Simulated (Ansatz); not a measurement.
CoPdO₂ in space group R-3m (No. 166; Co on 3b, Pd on 3a, O on 6c), plane-wave PAW PBE (Ansatz code), all energies at zero smearing, with the estimated change up to a 700 eV cutoff added, with one set of potentials and settings (totals compare only within such a set). Cell of 4 atoms (1 Co, 1 Pd, 2 O): -13232.384 eV.

```json
[
 {"element": "Co", "reference phase": "P6_3/mmc, 2 atoms in the cell, spin-polarised", "E (eV/atom)": "-5126.1613"},
 {"element": "Pd", "reference phase": "Fm-3m, 1 atoms in the cell", "E (eV/atom)": "-6972.9107"},
 {"element": "O", "reference phase": "C2/m, 4 atoms in the cell, spin-polarised", "E (eV/atom)": "-565.0042"}
]
```

Formation energy per atom, worked out: (-13232.384 − 1×(-5126.1613) − 1×(-6972.9107) − 2×(-565.0042))/4 = -0.826 eV/atom (-80 kJ per mol of atoms), at 0 K, without zero-point energy or fitted corrections.

The PBE relaxation kept the symmetry of its start. The workflow began spin-polarised and lost its moments. No Hubbard U is applied. The references are the lowest solids computed at this level, not always the standard phases (solids in place of the gases).

Potentials: the earlier of the program's two PAW sets.
